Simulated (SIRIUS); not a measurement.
Worked example: self-consistent single point of InSe (C2/m, 4 atoms in the cell; from Materials Project mp-21405) in SIRIUS.

Computed with PBEsol, GBRV PBEsol ultrasoft pseudopotentials (plane waves; SIRIUS).

```xyz
4
Lattice="5.8264 -2.0547 0.0000 5.8264 2.0547 0.0000 -1.7232 0.0000 4.7714" Properties=species:S:1:pos:R:3 pbc="T T T"
In    -0.3397     0.0000     4.5479
In    10.2693     0.0000     0.2235
Se     3.3807     0.0000     1.5795
Se     6.5489     0.0000     3.1918
```

Reference input (self-consistent single point, DFT, LDA (PW92), plane waves, GBRV LDA ultrasoft pseudopotentials): parameters.ngridk = 5 5 4; parameters.xc_functionals = [XC_LDA_X, XC_LDA_C_PW]; parameters.gk_cutoff = 6.325 1/bohr; parameters.pw_cutoff = 14.143 1/bohr; parameters.smearing = fermi_dirac; parameters.smearing_width = 0.000734986 Ha; potentials = GBRV LDA ultrasoft pseudopotentials; parameters.electronic_structure_method = pseudopotential; parameters.num_bands = 23; parameters.num_mag_dims = 0; parameters.num_dft_iter = 100; parameters.energy_tol = 1e-07 Ha. This run's input differs from it in these lines:

```diff
@@ -13,3 +13,3 @@
     "electronic_structure_method": "pseudopotential",
-    "xc_functionals": ["XC_LDA_X", "XC_LDA_C_PW"],
+    "xc_functionals": ["XC_GGA_X_PBE_SOL", "XC_GGA_C_PBE_SOL"],
     "gk_cutoff": 6.325,
@@ -40,4 +40,4 @@
     "atom_files": {
-      "In": "in_lda_v1.4.uspp.F.UPF.json",
-      "Se": "se_lda_v1.uspp.F.UPF.json"
+      "In": "in_pbesol_v1.4.uspp.F.UPF.json",
+      "Se": "se_pbesol_v1.uspp.F.UPF.json"
     },
```

Output, abridged:

```
[find] density tolerance         : 1e-06
[find] total energy tolerance    : 1e-07
[find] iter_solver_tol (initial) : 0.01
[find] iter_solver_tol (target)  : 1e-13
[find] num_dft_iter              : 100
Charges and magnetic moments
--------------------------------------------------------------------------------
total charge          : 38.000000
[find] | SCF iteration   0 out of 100|
[diagonalize] iterative solver tolerance (occupied, empty): 0.01 0.01
[diagonalize] average number of iterations: 2.84848
[find] Charges and magnetic moments
[find] total charge          : 38.000000
[find] Energy
   [... lines left out ...]

[find] Charges and magnetic moments
[find] total charge          : 38.000000
[find] Energy
[find] smearing (-TS)                 :      -0.00000000
[find] Total energy                   :    -176.55751614 (Ha),    -353.11503227 (Ry)
[find] Free energy (E-TS)             :    -176.55751614 (Ha),    -353.11503227 (Ry)
[find] band gap (eV)                  :       1.04127628
[find] Efermi                         :       0.24348951
[find] iteration : 32, RMS (target) : 2.5726e-07 (1.0000e-06) , energy difference (target) : -2.3221e-11 (1.0000e-07)
[find] bands are converged : true
[find] iterative solver converged : false
[find] converged after 33 SCF iterations!
[find] Charges and magnetic moments
[find] total charge          : 38.000000
[find] Energy
[find] smearing (-TS)                 :      -0.00000000
[find] Total energy                   :    -176.55751614 (Ha),    -353.11503227 (Ry)
[find] Free energy (E-TS)             :    -176.55751614 (Ha),    -353.11503227 (Ry)
[find] band gap (eV)                  :       1.04127628
[find] Efermi                         :       0.24348951
[ground_state] === stress tensor components [kbar] ===
[ground_state] === stress_total ===
[ground_state]    20.528477    0.000000   -0.044548
[ground_state]     0.000000   16.150048    0.000000
[ground_state]    -0.044548    0.000000   15.487010
[ground_state] ==== total Forces in Ha/bohr =====
[ground_state] atom:    0, force:       0.0005064      0.0000000      0.0001950
[ground_state] atom:    1, force:      -0.0005064     -0.0000000     -0.0001950
[ground_state] atom:    2, force:      -0.0002752      0.0000000      0.0010708
[ground_state] atom:    3, force:       0.0002752      0.0000000     -0.0010708
```

The run converged in 33 iterations. SIRIUS prints the stress tensor with tension positive. Against the reference run the pressure goes from -3.37 to -1.74 GPa and the largest force goes from 0.100 to 0.057 eV/Å.

The structure comes from a collection of computed structures, made at another level of theory; the collection holds predicted forms beside known ones.

Cost on one core: roughly 2.5 core-minutes.

The gap that the log prints is read on the run's mesh, which can miss the band edges or a crossing.
